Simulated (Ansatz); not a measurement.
PbS:
```xyz
2
Lattice="-2.0669 2.0669 2.9209 2.0669 -2.0669 2.9209 2.0669 2.0669 -2.9209" Properties=species:S:1:pos:R:3 pbc="T T T"
Pb     0.0000     0.0000     0.0000
S      0.0000     0.0000     2.9209
```

Relaxed with LDA.

Question: Which orbitals make up the states near the band edges in LDA in the plane-wave PAW code Ansatz?

Answer: Top 1 eV of the valence band: S 3p 65 %, Pb 6s 20 %, Pb 6p 11 %. Bottom 1 eV of the conduction band: Pb 6p 65 %, S 3s 17 %, S 3p 11 %. Projections are on Löwdin-orthogonalised atomic valence shells; empty p or d shells of many metals are not among them.

Question: Tabulate the density of states.

Answer: States/eV per cell of 2 atoms, in 0.25 eV bins, energy from the valence-band maximum.

```
E (eV)  total  S 3p  Pb 6p  Pb 6s
------  -----  ----  -----  -----
-7.90    0.94  0.14   0.02   0.65
-7.65    0.64  0.09   0.01   0.43
-7.40    0.26  0.04   0.00   0.16
-7.15    0.18  0.03   0.00   0.11
-6.90    0.12  0.02   0.00   0.07
-6.65    0.08  0.01   0.00   0.05
-6.40    0.05  0.00   0.00   0.03
-6.15    0.01  0.00   0.00   0.01
-5.90    0.00  0.00   0.00   0.00
-5.65    0.03  0.02   0.01   0.00
-5.40    0.25  0.13   0.11   0.00
-5.15    0.41  0.22   0.18   0.01
-4.90    0.56  0.31   0.23   0.01
-4.65    0.73  0.42   0.28   0.02
-4.40    0.84  0.50   0.30   0.02
-4.15    1.04  0.64   0.35   0.02
-3.90    1.34  0.86   0.41   0.03
-3.65    1.70  1.15   0.48   0.03
-3.40    1.69  1.18   0.44   0.04
-3.15    1.75  1.26   0.41   0.04
-2.90    1.79  1.33   0.36   0.05
-2.65    1.86  1.44   0.32   0.06
-2.40    1.92  1.53   0.27   0.07
-2.15    1.87  1.55   0.19   0.08
-1.90    0.92  0.68   0.12   0.09
-1.65    0.83  0.56   0.13   0.13
-1.40    1.27  0.89   0.15   0.20
-1.15    1.63  1.16   0.15   0.27
-0.90    0.96  0.63   0.11   0.19
-0.65    0.47  0.30   0.05   0.10
-0.40    0.11  0.06   0.02   0.02
-0.15    0.01  0.01   0.00   0.00
0.10     0.00  0.00   0.00   0.00
0.35     0.06  0.01   0.04   0.00
0.60     0.18  0.02   0.11   0.01
0.85     0.34  0.04   0.22   0.01
1.10     0.63  0.07   0.42   0.01
1.35     0.87  0.10   0.59   0.02
1.60     0.99  0.12   0.69   0.02
1.85     1.20  0.13   0.88   0.02
2.10     1.30  0.14   0.99   0.02
2.35     1.36  0.17   1.04   0.02
2.60     1.29  0.20   0.96   0.02
2.85     1.25  0.22   0.90   0.02
3.10     1.30  0.25   0.90   0.02
3.35     1.43  0.29   0.93   0.02
3.60     1.96  0.36   1.03   0.01
3.85     2.23  0.50   1.28   0.01
4.10     2.95  0.68   1.56   0.01
4.35     1.75  0.47   0.99   0.01
4.60     1.31  0.38   0.76   0.00
4.85     0.82  0.26   0.48   0.00
```

Space group Fm-3m (rock salt). Symmetry was held in the LDA relaxation. At this level the phase is dynamically unstable (imaginary phonons). Scalar-relativistic: spin–orbit coupling is off unless named, which matters more the heavier the elements.

Potentials: the earlier of the program's two PAW sets. The files were generated under PBE; for other functionals the program regenerates the frozen cores, and for LDA and PBEsol the local potential too.
